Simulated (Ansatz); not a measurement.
# Ansatz 0.2.0, relaxation: LaGa$_{6}$

Input:

```yaml
crystal:
  lattice:
    - [5.388277, 0.0, 0.0]
    - [0.0, 5.388277, 0.0]
    - [0.0, 0.0, 5.388277]
  atoms:
    - { symbol: Ga, position: [0.207, 0.5, 0.5] }
    - { symbol: Ga, position: [0.5, 0.207, 0.5] }
    - { symbol: Ga, position: [0.793, 0.5, 0.5] }
    - { symbol: Ga, position: [0.5, 0.793, 0.5] }
    - { symbol: Ga, position: [0.5, 0.5, 0.207] }
    - { symbol: Ga, position: [0.5, 0.5, 0.793] }
    - { symbol: La, position: [0.0, 0.0, 0.0] }
  symmetry: { tolerance: 0.0003 }
kpoints:
  mp_grid: { grid: [6, 6, 6], shift: [0, 0, 0] }
magnetization:
  spin_polarized: false
scf:
  occupations: { method: fermi_dirac }
  lower_state_search: "off"
hamiltonian:
  pseudopotentials: { kind: paw }
  xc: lda
basis:
  ecutwfc: 420
  fft_grid_basis: typed
relax:
  max_steps: 60
  cell: { p_target: 5.0 }
output:
  forces: true
  stress: true
  eigenvalues: true
  bader: true
  populations: true
  elf: true
  write_potential: true
  volumetric_format: npy
  dos:
    e_range: [-12, 8]
    de: 0.05
    projected: { site_lists: { Ga: [Ga], La: [La] } }
  write_density: true
checkpoint:
  read: saved_state
```

Launch command:

```bash
ansatz run input.yaml --threads 2 --pin off --max-ram 2560MiB --backend cpu --events-out ev --progress --plain --runs-dir out
```

Origin of the cell: a known structure type with other elements, at an estimated volume, so it need not be a known compound.

The smearing width isn't typed, so it takes its default of 0.1 eV.

The saved state is a converged single point of the same cell.

Steps («new basis» is an SCF on plane waves selected anew at the same cell):

```csv
step,ΔH (meV/atom),max force component (eV/Å),P (GPa),volume (Å³),SCF iterations,step was
1,0.0,5.595,18.89,156.44,7,accepted
2,-211.1,1.864,10.83,163.99,7,accepted
3,-253.5,0.316,6.53,171.12,7,accepted
4,-256.2,0.033,5.21,173.96,6,accepted
5,-256.3,0.001,5.01,174.42,5,accepted
6,-257.0,0.001,5.04,174.42,7,new basis
```

Before:

Space group Pm-3m (No. 221); the run's cell has a = 5.388 Å, b = 5.388 Å, c = 5.388 Å, α = 90.00°, β = 90.00°, γ = 90.00°. Shortest distances: Ga–Ga 2.23 Å.

The relaxed structure.

Space group Pm-3m (No. 221); the run's cell has a = 5.587 Å, b = 5.587 Å, c = 5.587 Å, α = 90.00°, β = 90.00°, γ = 90.00°. Shortest distances: Ga–Ga 2.16 Å.

```xyz
7
Lattice="5.5873 0.0000 0.0000 0.0000 5.5873 0.0000 0.0000 0.0000 5.5873" Properties=species:S:1:pos:R:3 pbc="T T T"
Ga    1.0815    2.7936    2.7936
Ga    2.7936    1.0815    2.7936
Ga    4.5058    2.7936    2.7936
Ga    2.7936    4.5058    2.7936
Ga    2.7936    2.7936    1.0815
Ga    2.7936    2.7936    4.5058
La    0.0000    0.0000    0.0000
```

| Item | Value |
| --- | --- |
| Enthalpy lowered by | 257.0 meV/atom |
| Volume change | 11.49 % |
| Final pressure | 5.04 GPa |
| Relaxation steps listed | 6 |

Caveats: no moments, though an odd count or open d shells may carry them; no spin-orbit coupling, though heavy elements are present; the given cell is far from equilibrium, with atoms too close or a volume far off; the relaxation held the start's symmetry, so the end may be a saddle point.

Time: 93 s on 2 threads of Intel(R) Xeon(R) Platinum 8375C CPU @ 2.90GHz (Ice Lake), on a shared host, peak memory 0.64 GiB, from a saved density.
